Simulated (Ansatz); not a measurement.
Cu$_{8}$O:
```cif
data_Cu8O
_chemical_formula_sum 'Cu8 O1'
_space_group_name_H-M_alt 'P 1'
_space_group_IT_number 1
_cell_length_a 3.75895
_cell_length_b 3.75895
_cell_length_c 7.43490
_cell_angle_alpha 90.000
_cell_angle_beta 90.000
_cell_angle_gamma 90.000
loop_
_space_group_symop_operation_xyz
  'x, y, z'
loop_
_atom_site_label
_atom_site_type_symbol
_atom_site_fract_x
_atom_site_fract_y
_atom_site_fract_z
_atom_site_occupancy
Cu1 Cu 0.00000 0.00000 0.73012 1
Cu2 Cu 0.50000 0.50000 0.71465 1
Cu3 Cu 0.00000 0.50000 0.00000 1
Cu4 Cu 0.50000 0.00000 0.00000 1
Cu5 Cu 0.00000 0.00000 0.26988 1
Cu6 Cu 0.50000 0.50000 0.28535 1
Cu7 Cu 0.00000 0.50000 0.50000 1
Cu8 Cu 0.50000 0.00000 0.50000 1
O1 O 0.50000 0.50000 0.00000 1
```

Relaxed with r²SCAN.

Problem. Tabulate the valence density and the electron localisation function along the shortest Cu–O contact (1.88 Å), DFT-r²SCAN in the program Ansatz with PAW potentials.

Solution. 

```csv
distance from Cu (Å),density (e/Å³),ELF
0.19,54.46,0.72
0.28,34.29,0.55
0.38,18.77,0.34
0.47,9.38,0.21
0.56,4.53,0.14
0.66,2.28,0.11
0.75,1.26,0.10
0.85,0.82,0.12
0.94,0.72,0.20
1.03,0.83,0.39
1.13,1.10,0.64
1.22,1.56,0.77
1.32,2.31,0.80
1.41,3.39,0.78
1.50,4.73,0.70
1.60,6.17,0.58
1.69,7.46,0.43
```

The density is the valence pseudo-density with augmentation charge, so density and ELF within about 1 Å of a nucleus are not all-electron values.

Space group P4/mmm. The start of the workflow was typed in or built on a structure type; neither database checked (COD, Materials Project) lists it. Whether it is the stable phase at ambient conditions was not checked. The cell was relaxed with r²SCAN under the symmetry of its start; whether a distortion lowers the energy is not shown. The workflow began spin-polarised and lost its moments. No Hubbard U is applied.

Potentials: the earlier of the program's two PAW sets. The files were generated under PBE; for other functionals the program regenerates the frozen cores, and for LDA and PBEsol the local potential too.
